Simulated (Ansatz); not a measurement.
The calculation used DFT PBEsol, scalar-relativistic, plane waves, PAW (Ansatz 0.2.0).

Structure of NaIrO3:

```yaml
crystal:
  lattice:
    - [1.53592, -5.11499, 0.00000]
    - [1.53592, 5.11499, 0.00000]
    - [0.00000, 0.00000, 7.13097]
  atoms:
    - { symbol: Na, position: [0.24845, 0.75155, 0.25000] }
    - { symbol: Na, position: [0.75155, 0.24845, 0.75000] }
    - { symbol: Ir, position: [0.50000, 0.50000, 0.50000] }
    - { symbol: Ir, position: [0.50000, 0.50000, 0.00000] }
    - { symbol: O, position: [0.57260, 0.42740, 0.25000] }
    - { symbol: O, position: [0.42740, 0.57260, 0.75000] }
    - { symbol: O, position: [0.88655, 0.11345, 0.44232] }
    - { symbol: O, position: [0.11345, 0.88655, 0.55768] }
    - { symbol: O, position: [0.88655, 0.11345, 0.05768] }
    - { symbol: O, position: [0.11345, 0.88655, 0.94232] }
```

Cutoff 420 eV; k points 12×12×6 on the computed 10-atom cell (Γ-centred); Gaussian smearing, width 0.10 eV; no spin polarisation.

Levels along Γ–Y–C0 | Σ0–Γ–Z–A0 | E0–T–Y | Γ–S–R–Z–T, in eV from the Fermi level, sorted by energy at each point. Points in fractions of the primitive reciprocal vectors: Γ (0.000 0.000 0.000), Y (-0.500 0.500 0.000), C0 (-0.273 0.727 0.000), Σ0 (0.273 0.273 0.000), Z (0.000 0.000 0.500), A0 (0.273 0.273 0.500), E0 (-0.273 0.727 0.500), T (-0.500 0.500 0.500), S (0.000 0.500 0.000), R (0.000 0.500 0.500).
| point | k (1/Å, with 2π) | band 42 | band 43 | band 44 | band 45 | band 46 | band 47 | band 48 |
| --- | --- | --- | --- | --- | --- | --- | --- | --- |
| Γ | 0.000 | -1.24 | -0.97 | 0.11 | 0.32 | 0.62 | 3.22 | 4.47 |
| - | 0.088 | -1.24 | -0.97 | 0.13 | 0.32 | 0.62 | 3.20 | 4.49 |
| - | 0.175 | -1.24 | -0.98 | 0.16 | 0.33 | 0.62 | 3.15 | 4.51 |
| - | 0.263 | -1.24 | -0.99 | 0.20 | 0.34 | 0.61 | 3.08 | 4.53 |
| - | 0.351 | -1.25 | -1.00 | 0.23 | 0.36 | 0.61 | 3.00 | 4.56 |
| - | 0.439 | -1.26 | -1.01 | 0.24 | 0.36 | 0.61 | 2.94 | 4.58 |
| - | 0.526 | -1.26 | -1.02 | 0.25 | 0.37 | 0.61 | 2.89 | 4.60 |
| Y | 0.614 | -1.27 | -1.03 | 0.25 | 0.37 | 0.61 | 2.87 | 4.61 |
| - | 0.747 | -1.06 | -0.82 | 0.21 | 0.31 | 0.60 | 2.87 | 4.34 |
| - | 0.880 | -0.75 | -0.46 | 0.11 | 0.13 | 0.55 | 2.88 | 3.78 |
| - | 1.013 | -0.61 | -0.29 | -0.10 | -0.02 | 0.51 | 2.90 | 3.23 |
| - | 1.146 | -0.58 | -0.32 | -0.23 | -0.19 | 0.51 | 2.85 | 2.96 |
| - | 1.279 | -0.84 | -0.59 | -0.48 | 0.02 | 0.55 | 2.74 | 3.03 |
| - | 1.412 | -1.12 | -0.96 | -0.94 | 0.29 | 0.63 | 2.85 | 3.09 |
| C0 | 1.545 | -1.56 | -1.38 | -1.04 | 0.45 | 0.70 | 3.05 | 3.14 |
| Σ0 | 1.545 | -1.56 | -1.38 | -1.04 | 0.45 | 0.70 | 3.05 | 3.14 |
| - | 1.704 | -1.55 | -1.39 | -1.02 | 0.50 | 0.71 | 3.14 | 3.20 |
| - | 1.863 | -1.06 | -0.90 | -0.88 | 0.36 | 0.63 | 3.11 | 3.19 |
| - | 2.022 | -0.73 | -0.54 | -0.41 | 0.05 | 0.53 | 3.08 | 3.15 |
| - | 2.182 | -0.49 | -0.39 | -0.33 | -0.14 | 0.49 | 3.11 | 3.29 |
| - | 2.341 | -0.58 | -0.43 | -0.13 | 0.05 | 0.53 | 3.17 | 3.70 |
| - | 2.500 | -0.95 | -0.74 | 0.05 | 0.24 | 0.59 | 3.21 | 4.22 |
| Γ | 2.660 | -1.24 | -0.97 | 0.11 | 0.32 | 0.62 | 3.22 | 4.47 |
| - | 2.723 | -1.23 | -0.98 | 0.14 | 0.32 | 0.59 | 3.22 | 4.47 |
| - | 2.785 | -1.19 | -0.99 | 0.20 | 0.32 | 0.52 | 3.23 | 4.39 |
| - | 2.848 | -1.16 | -1.00 | 0.28 | 0.32 | 0.41 | 3.25 | 4.26 |
| - | 2.911 | -1.13 | -1.01 | 0.25 | 0.32 | 0.34 | 3.30 | 4.11 |
| - | 2.974 | -1.03 | -0.94 | 0.06 | 0.34 | 0.38 | 3.37 | 3.94 |
| - | 3.037 | -1.05 | -0.67 | -0.16 | 0.36 | 0.39 | 3.47 | 3.77 |
| Z | 3.100 | -1.07 | -0.40 | -0.40 | 0.38 | 0.38 | 3.61 | 3.61 |
| - | 3.259 | -0.83 | -0.41 | -0.41 | 0.32 | 0.32 | 3.64 | 3.64 |
| - | 3.419 | -0.53 | -0.34 | -0.34 | 0.16 | 0.16 | 3.62 | 3.62 |
| - | 3.578 | -0.36 | -0.26 | -0.26 | -0.08 | -0.08 | 3.39 | 3.39 |
| - | 3.737 | -0.48 | -0.38 | -0.38 | -0.03 | -0.03 | 3.29 | 3.29 |
| - | 3.897 | -0.93 | -0.62 | -0.62 | 0.24 | 0.24 | 3.30 | 3.30 |
| - | 4.056 | -1.44 | -0.73 | -0.73 | 0.39 | 0.39 | 3.28 | 3.28 |
| A0 | 4.215 | -1.42 | -0.73 | -0.73 | 0.36 | 0.36 | 3.12 | 3.12 |
| E0 | 4.215 | -1.42 | -0.73 | -0.73 | 0.36 | 0.36 | 3.12 | 3.12 |
| - | 4.348 | -0.98 | -0.64 | -0.64 | 0.22 | 0.22 | 2.94 | 2.94 |
| - | 4.481 | -0.55 | -0.45 | -0.45 | 0.01 | 0.01 | 2.84 | 2.84 |
| - | 4.614 | -0.34 | -0.28 | -0.28 | -0.11 | -0.11 | 2.95 | 2.95 |
| - | 4.747 | -0.47 | -0.19 | -0.19 | 0.02 | 0.02 | 3.27 | 3.27 |
| - | 4.880 | -0.63 | -0.33 | -0.33 | 0.21 | 0.21 | 3.66 | 3.66 |
| - | 5.013 | -0.94 | -0.40 | -0.40 | 0.35 | 0.35 | 3.88 | 3.88 |
| T | 5.146 | -1.14 | -0.40 | -0.40 | 0.40 | 0.40 | 3.93 | 3.93 |
| - | 5.208 | -1.12 | -0.67 | -0.16 | 0.37 | 0.42 | 3.67 | 4.20 |
| - | 5.271 | -1.10 | -0.95 | 0.06 | 0.36 | 0.44 | 3.42 | 4.46 |
| - | 5.334 | -1.19 | -1.08 | 0.25 | 0.36 | 0.43 | 3.21 | 4.62 |
| - | 5.397 | -1.21 | -1.06 | 0.36 | 0.39 | 0.41 | 3.05 | 4.62 |
| - | 5.460 | -1.24 | -1.04 | 0.33 | 0.36 | 0.52 | 2.95 | 4.61 |
| - | 5.523 | -1.26 | -1.03 | 0.27 | 0.37 | 0.59 | 2.89 | 4.61 |
| Y | 5.586 | -1.27 | -1.03 | 0.25 | 0.37 | 0.61 | 2.87 | 4.61 |
| Γ | 5.586 | -1.24 | -0.97 | 0.11 | 0.32 | 0.62 | 3.22 | 4.47 |
| - | 5.739 | -0.99 | -0.77 | 0.06 | 0.26 | 0.59 | 3.21 | 4.25 |
| - | 5.891 | -0.62 | -0.46 | -0.08 | 0.08 | 0.54 | 3.16 | 3.77 |
| - | 6.044 | -0.48 | -0.43 | -0.26 | -0.10 | 0.50 | 3.09 | 3.34 |
| - | 6.196 | -0.66 | -0.43 | -0.30 | -0.09 | 0.52 | 2.98 | 3.17 |
| - | 6.349 | -0.91 | -0.77 | -0.69 | 0.23 | 0.59 | 2.93 | 3.21 |
| - | 6.501 | -1.35 | -1.19 | -0.99 | 0.43 | 0.68 | 2.96 | 3.29 |
| S | 6.654 | -1.65 | -1.48 | -1.04 | 0.50 | 0.71 | 2.99 | 3.32 |
| - | 6.717 | -1.64 | -1.48 | -1.00 | 0.49 | 0.70 | 3.00 | 3.32 |
| - | 6.780 | -1.61 | -1.48 | -0.88 | 0.48 | 0.66 | 3.03 | 3.31 |
| - | 6.843 | -1.59 | -1.47 | -0.74 | 0.46 | 0.60 | 3.08 | 3.30 |
| - | 6.906 | -1.55 | -1.38 | -0.63 | 0.43 | 0.53 | 3.14 | 3.29 |
| - | 6.969 | -1.52 | -1.15 | -0.59 | 0.41 | 0.47 | 3.18 | 3.27 |
| - | 7.032 | -1.52 | -0.93 | -0.63 | 0.40 | 0.42 | 3.21 | 3.25 |
| R | 7.095 | -1.53 | -0.75 | -0.75 | 0.40 | 0.40 | 3.23 | 3.23 |
| - | 7.247 | -1.23 | -0.70 | -0.70 | 0.33 | 0.33 | 3.21 | 3.21 |
| - | 7.400 | -0.73 | -0.54 | -0.54 | 0.14 | 0.14 | 3.17 | 3.17 |
| - | 7.552 | -0.41 | -0.28 | -0.28 | -0.10 | -0.10 | 3.21 | 3.21 |
| - | 7.705 | -0.41 | -0.25 | -0.25 | -0.02 | -0.02 | 3.40 | 3.40 |
| - | 7.857 | -0.56 | -0.36 | -0.36 | 0.19 | 0.19 | 3.63 | 3.63 |
| - | 8.010 | -0.86 | -0.41 | -0.41 | 0.33 | 0.33 | 3.64 | 3.64 |
| Z | 8.162 | -1.07 | -0.40 | -0.40 | 0.38 | 0.38 | 3.61 | 3.61 |
| - | 8.250 | -1.07 | -0.40 | -0.40 | 0.38 | 0.38 | 3.63 | 3.63 |
| - | 8.338 | -1.08 | -0.40 | -0.40 | 0.39 | 0.39 | 3.68 | 3.68 |
| - | 8.425 | -1.09 | -0.40 | -0.40 | 0.40 | 0.40 | 3.75 | 3.75 |
| - | 8.513 | -1.10 | -0.40 | -0.40 | 0.40 | 0.40 | 3.82 | 3.82 |
| - | 8.601 | -1.12 | -0.40 | -0.40 | 0.40 | 0.40 | 3.88 | 3.88 |
| - | 8.689 | -1.13 | -0.40 | -0.40 | 0.40 | 0.40 | 3.92 | 3.92 |
| T | 8.777 | -1.14 | -0.40 | -0.40 | 0.40 | 0.40 | 3.93 | 3.93 |

Spin-orbit coupling is left out, which matters for the bands of heavy elements. Spin polarisation was left out, and a magnetic state may lie lower.